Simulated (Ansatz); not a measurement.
One crystal and one scan (energy against volume) at two levels, PBE (plane waves to 420 eV, PAW, scalar-relativistic; Ansatz, a program for electronic structure) and r2SCAN (plane waves to 500 eV, PAW, scalar-relativistic; Ansatz), each from its own relaxed cell and on its own mesh.

The crystal is TaAs (NbAs type, space group I4_1md); the cell is scaled evenly about its relaxed volume V₀.

The energy includes the smearing's −TS. Spin-orbit coupling is left out, though Ta is heavy. TaAs is run without spin polarisation. TaAs was relaxed with its symmetry unable to fall. With the shape held, the modulus is that of even scaling; a crystal free to change shape is softer. Both scans cover V/V₀ from 0.940 to 1.060.

| quantity | run 1 | run 2 |
|---|---|---|
| Lattice constant a (Å) | 3.442 | 3.463 |
| Lattice constant c (Å) | 11.71 | 11.73 |
| Relaxed volume (Å³/atom) | 17.34 | 17.59 |
| Pressure at the smallest volume (GPa) | 13.4 | 12.6 |
| Energy cost of the largest compression (meV/atom) | 41 | 39 |
| Energy cost of the largest expansion (meV/atom) | 33 | 31 |
| Bulk modulus at fixed cell shape B₀ (third-order Birch-Murnaghan fit) (GPa) | 189.0 | 177.0 |
| Pressure for 5 % compression (fit) (GPa) | 10.8 | 10.2 |

Question: Which run is which level?

Answer: Run 2 is PBE, run 1 is r2SCAN. PBE gives the higher value for: lattice constant a; relaxed volume. PBE gives the lower value for: pressure at the smallest volume; bulk modulus at fixed cell shape B₀; pressure for 5 % compression. They agree on: lattice constant c (within 0.2 %). (PBE) At this level the bands of TaAs touch or barely overlap. (r2SCAN) At this level the bands of TaAs touch or barely overlap. Neither level is exact: the differences show how much the result hangs on the functional.

(A scan under strain: stresses follow from slopes of the energy per volume, elastic moduli from its curvatures.)
